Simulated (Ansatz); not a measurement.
**Calculated ¹²³Sb NMR of the central transition for BaNaSbSe₃**

Cell: a refined structure from the COD whose atoms were relaxed with PBE, the cell held.

Space group P2_1/c (No. 14); a = 6.2910, b = 14.8000, c = 8.0720 Å, β = 105.48°.

```csv
site,Wyckoff,site symmetry,x,y,z
Na,4e,1,0.7479,0.2855,0.0745
Ba,4e,1,0.1745,0.4203,0.7799
Sb,4e,1,0.3772,0.4010,0.3386
Se13,4e,1,0.2601,0.2781,0.1038
Se17,4e,1,0.1958,0.6190,0.6053
Se21,4e,1,0.3016,0.5446,0.1434
```

One atom of each set is listed.

All values are calculated (Ansatz; DFT, PBE, plane waves and PAW, scalar-relativistic, 420 eV cutoff, Γ-centred 5×2×4 k-points, Fermi–Dirac smearing 0.02 eV), not measured.

¹²³Sb has I = 7/2 and Q = -692.0 mb (Pyykkö 2018); at 21.1 T its Larmor frequency is ν₀ = 117.2 MHz (from the bare nuclear moment; shielding lowers the observed one by a per cent or two). Only the quadrupole interaction is simulated: positions count from each site's isotropic chemical shift, and shift anisotropy, dipolar and J coupling are left out.

Problem. Give C_Q, η, the quadrupolar product P_Q = |C_Q|(1 + η²/3)^½, the second-order isotropic shift and the breadth of the pattern (static powder) for each Sb site.

Solution. 

```json
{"site": "Sb", "first shell": "3 Se at 2.59–2.62 Å", "C_Q (MHz)": "321", "η": "0.23", "P_Q (MHz)": "324", "δ_QIS (ppm)": "-19487", "breadth (kHz)": "14098"}
```

δ_QIS = −(ν_Q²/30ν₀²)[I(I+1) − 3/4](1 + η²/3) × 10⁶ ppm with ν_Q = 3|C_Q|/[2I(2I−1)]; it falls as 1/B₀² in ppm, and the breadth as 1/B₀ in kHz.

With ν_Q/ν₀ up to 0.20, terms beyond second order are no longer negligible.

Without spin–orbit coupling (the program notes it for Sb) the gradients are little affected as a rule: paired runs on crystals with a gap mostly move them by under 2 % at such atoms. With these PAW files V_zz is typically within 2 to 3 % of all-electron values, but misses above 10 % occur on Sb.

The relaxation (4 steps) took 2.5 min of wall time (9.7 min of CPU time) and 4.7 GiB at its peak, on 4 threads of Intel Xeon Platinum 8488C (Sapphire Rapids) (x86_64; 48 cores open to the job, memory cap 8.0 GiB, no GPU), a shared host with a load of 0.3 a core.
